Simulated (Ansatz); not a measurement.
Si2GeN4 on the sites of β-Si3N4 (relaxed group Pm), relaxed with r2SCAN. Around Si lie 4 N at 1.73–1.76 Å; around Ge lie 4 N at 1.81–1.83 Å; around Si lie 4 N at 1.74–1.75 Å; around Si lie 4 N at 1.72–1.74 Å; around Ge lie 4 N at 1.80–1.85 Å; around N lie 3 Si at 1.72–1.74 Å; around N lie 1 Si at 1.73 Å and 2 Ge at 1.82–1.83 Å (further sites aren't listed).

Space group Pm (No. 6). a = 7.727 Å, b = 2.962 Å, c = 7.751 Å, α = 90.00°, β = 119.69°, γ = 90.00°
```tsv
atom	site	symmetry	x	y	z
Si	1b	m	0.1708	0.5000	0.7626
Si	1a	m	0.7709	0.0000	0.5979
Ge	1a	m	0.4016	0.0000	0.1732
Si	1b	m	0.5904	0.5000	0.8204
Si	1b	m	0.2375	0.5000	0.4145
Ge	1a	m	0.8287	0.0000	0.2295
N	1b	m	0.3330	0.5000	0.6683
N	1a	m	0.6703	0.0000	0.3425
N	1b	m	0.3165	0.5000	0.0183
N	1a	m	0.0295	0.0000	0.6955
N	1a	m	0.3047	0.0000	0.3464
N	1b	m	0.7041	0.5000	0.6731
N	1a	m	0.6599	0.0000	0.9581
N	1b	m	0.9821	0.5000	0.2997
```

4 runs of Ansatz on this cell differ in the functional (and in the settings that go with it). Levels are in eV from each run's valence top; v1 is the last filled band, c1 the first empty one.

Run A, mean stress 0.0 GPa (compression positive):
```
point     v2     v1    c1    c2
    Γ  -0.43  -0.07  4.27  4.83
    Z  -1.39  -1.17  4.93  5.18
    D  -1.11  -1.00  5.09  5.45
    B  -0.35  -0.09  4.74  5.11
    A  -0.37  -0.09  4.62  5.16
    E  -1.05  -0.89  4.73  5.25
```

Run B, mean stress -0.8 GPa (compression positive):
```
point     v2     v1    c1    c2
    Γ  -0.45  -0.09  6.01  6.44
    Z  -1.46  -1.21  6.55  6.79
    D  -1.17  -1.03  6.73  7.06
    B  -0.36  -0.10  6.44  6.75
    A  -0.37  -0.11  6.30  6.79
    E  -1.10  -0.92  6.41  6.84
```

Run C, mean stress -0.6 GPa (compression positive):
```
point     v2     v1    c1    c2
    Γ  -0.45  -0.09  5.26  5.68
    Z  -1.45  -1.21  5.80  6.04
    D  -1.16  -1.03  5.97  6.30
    B  -0.36  -0.10  5.68  5.98
    A  -0.37  -0.10  5.54  6.02
    E  -1.09  -0.92  5.65  6.08
```

Run D, mean stress +6.0 GPa (compression positive):
```
point     v2     v1    c1    c2
    Γ  -0.41  -0.07  3.74  4.21
    Z  -1.34  -1.14  4.35  4.59
    D  -1.07  -0.97  4.47  4.88
    B  -0.35  -0.08  4.15  4.50
    A  -0.36  -0.08  4.03  4.54
    E  -1.02  -0.86  4.14  4.65
```

**Question.** Match the runs to PBE, r2SCAN, HSE06, PBE0.

**Answer.** A is r2SCAN, B is PBE0, C is HSE06, D is PBE. In order of the gap: PBE 3.74, r2SCAN 4.27, HSE06 5.26, PBE0 6.01 eV. The stress vanishes for r2SCAN, which relaxed the cell.

These are computed values for a spin-unpolarised cell that may be hypothetical; none is a measurement.

Spin-orbit coupling is left out.

The program warns that its thresholds are loose for a hybrid's stress.

The meshes of the hybrids are coarse, so their gaps aren't converged to the digits shown.
